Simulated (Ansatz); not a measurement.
A generated cell, not matched to a known phase here, of B6O: Cm (No. 8), mS14; a = 7.157 Å, b = 4.979 Å, c = 5.177 Å, α = 90.00°, β = 125.13°, γ = 90.00°; B 2a (0.487, 0.500, 0.528); B 4b (0.056, 0.201, 0.297); B 2a (0.212, 0.500, 0.388); B 2a (0.167, 0.000, 0.922); B 2a (0.442, 0.000, 0.150); O 2a (0.075, 0.000, 0.111). These are r2SCAN (plane waves to 500 eV, PAW, scalar-relativistic; Ansatz, a program for electronic structure) values and carry that method's errors. Element references, the lowest calculated here: B (R-3m), O (C2/m, ferromagnetic, forced by one molecule a cell; α-O2 is antiferromagnetic); gases are represented by their molecular solids.

Total energies (eV/atom, σ → 0; comparable only within this code, potentials and settings):

| phase | E (eV/atom) |
|---|---|
| B6O (Cm) | -214.934 |
| B (R-3m) | -156.554 |
| O (C2/m) | -566.007 |

Question: What is the formation energy of this Cm form of B6O from the elements?

Answer: E_f = -214.934 − [6 × (-156.554) + 1 × (-566.007)] / 7 = 0.11 eV/atom (0.8 eV per formula unit).

A lower structure of this composition may exist.

Static energies, no anion corrections, no zero-point energy. Values are rounded to 0.01 eV/atom. Not shown to be the ambient phase of their composition (a lower form may be missing, and a cell relaxed within its start's symmetry can be a saddle point): B6O (Cm). The compounds carry no spin polarisation.
